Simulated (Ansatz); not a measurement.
ScAl3N4 in space group P-6m2 (No. 187; Pearson symbol hP8) at seven volumes, the program Ansatz at the PBE level (PAW), shape and atoms relaxed at each. One row is withheld.

```csv
V (Å³/atom),P (GPa)
9.942,?
10.270,13.07
10.598,6.03
10.925,0.00
11.253,-5.18
11.581,-9.59
11.909,-13.33
```

Question: Fit the shown pressures and predict the withheld one.

Answer: Third-order Birch–Murnaghan: P = (3/2)B₀(x^(7/2) − x^(5/2))[1 + (3/4)(B′ − 4)(x − 1)] with x = (V₀/V)^(2/3). Least squares on the six rows gives V₀ = 10.925 Å³/atom, B₀ = 185.7 GPa, B′ = 4.24. At V = 9.942, x = 1.0649 and P = 21.39 GPa. The run itself gave 21.26 GPa.

The start of the workflow was typed in or built on a structure type; neither database checked (COD, Materials Project) lists it. Its standing as an ambient phase is unchecked. The PBE relaxation kept the symmetry of its start; its stability against distortions is not shown here. No spin polarisation was allowed.

Potentials: the earlier of the program's two PAW sets.
